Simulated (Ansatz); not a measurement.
CdSiN$_{2}$:
```
CELL_PARAMETERS angstrom
      1.44878     0.83645     5.47256
     -1.44878     0.83645     5.47256
      0.00000    -1.67290     5.47256
ATOMIC_POSITIONS crystal
  Cd 0.00000 0.00000 0.00000
  Si 0.50000 0.50000 0.50000
  N  0.77379 0.77379 0.77379
  N  0.22621 0.22621 0.22621
```

Relaxed with r²SCAN.

Q: Give the Bader charges and basin volumes of the independent atoms, plane-wave PAW r²SCAN (Ansatz code).

A: 

| atom | Bader charge (e) | Bader volume (Å³) |
|---|---|---|
| Cd1 | +1.03 | 12.9 |
| Si2 | +3.10 | 3.2 |
| N3 | -2.07 | 11.8 |

Space group R-3m. The start of the workflow was typed in or built on a structure type; neither database checked (COD, Materials Project) lists it. Whether it is the stable phase at ambient conditions was not checked. Symmetry was held in the r²SCAN relaxation; its stability against distortions is not shown here.

Potentials: the later of the program's two PAW sets.
